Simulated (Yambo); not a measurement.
A G0W0@LDA run in Yambo for NH$_{4}$Br (space group P-43m, No. 215) (4×4×4 Γ-centred k mesh, 141 bands and a 10 Ry block in the screening, 141 bands in G with the Bruneval-Gonze terminator, plasmon pole fitted at 27.2 eV) gives these matrix elements, in eV, at the band edges (M → Γ):

```
state               E0    <Vxc>     <Σx>  <Σc(E0)>      Z
---------------  -----  -------  -------  --------  -----
valence edge     0.000  -12.868  -16.563     1.686  0.815
conduction edge  3.939   -9.596   -5.124    -3.325  0.850
```

Q: Solve the linearised quasiparticle equation for both states, give the gap, and say how exchange and correlation each act on it.

A: E = E0 + Z(Σx + Σc − Vxc). Valence: 0.000 + 0.815 × (-16.563 + (1.686) − (-12.868)) = -1.64 eV. Conduction: 3.939 + 0.850 × (-5.124 + (-3.325) − (-9.596)) = 4.91 eV. The gap is 6.55 eV, against 3.94 eV in LDA. Replacing Vxc by bare exchange alone would open it by 8.17 eV; correlation takes back 5.01 eV of that, and Z scales what is left. Nearest settings tried, and what they do to the gap: 106 bands in W, 106 bands in G: -24 meV; 8 Ry block (179 vectors against 257): -47 meV; 6×6×6 mesh: -5 meV. So the settings aren't converged at that level. Spin-orbit splittings are left out.

Geometry of the Materials Project entry, not relaxed at this level; primitive cell a = 4.0001 Å, b = 4.0001 Å, c = 4.0001 Å, α = 90.00°, β = 90.00°, γ = 90.00°.
